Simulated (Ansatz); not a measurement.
## HgPt: pressure against volume

HgPt, P4/mmm, a = 3.004 Å, c = 3.899 Å. The structure is a COD entry; whether it is the stable form wasn't checked. Ansatz: r2SCAN, PAW, 500 eV, Γ-centred 14×14×12 mesh on 2 atoms, Gaussian smearing 0.10 eV; no spin polarisation. Shape and atoms are relaxed at each volume; pressure is positive in compression.

| V (Å³/atom) | P (GPa) |
| --- | --- |
| 16.535 | 12.00 |
| 17.063 | 5.42 |
| 17.591 | 0.02 |
| 18.118 | -4.39 |
| 18.646 | ? |

Task: Take V0 = 17.591 Å³/atom, count pressures from its P0 = 0.02 GPa, fit the third-order Birch–Murnaghan form to the other rows, and predict the missing pressure.

Result: With the Eulerian strain f = ½[(V0/V)^(2/3) − 1] and y = (P − P0)/[3f(1 + 2f)^(5/2)], the form is the line y = B0 + 1.5 B0 (B0′ − 4) f. Rows (f, y): 0.02107, 170.9; 0.01026, 166.8; -0.00974, 158.5. Means f = 0.007197, y = 165.40; Σ(Δf)² = 0.0004887, ΣΔfΔy = 0.1975; the slope is their ratio. y = 162.5 + 404.0 f GPa, so B0 = 162.5 GPa and B0′ = 4 + 2 × (404.0)/(3 × 162.5) = 5.66. At V = 18.646, f = -0.01904, y = 154.81 and P = -8.00 GPa. The run gave -7.97 GPa, so the fit is 0.03 GPa too low, a small miss on the scale of the series. The form still works here, 33 % of the fitted range beyond its end.

Spin–orbit coupling is left out, which can shift energies with elements as heavy as these.

Cost: 5 runs of about 12 core-minutes in all, on Intel Xeon Processor @ 2.50GHz (Skylake/Cascade Lake) (shared hosts).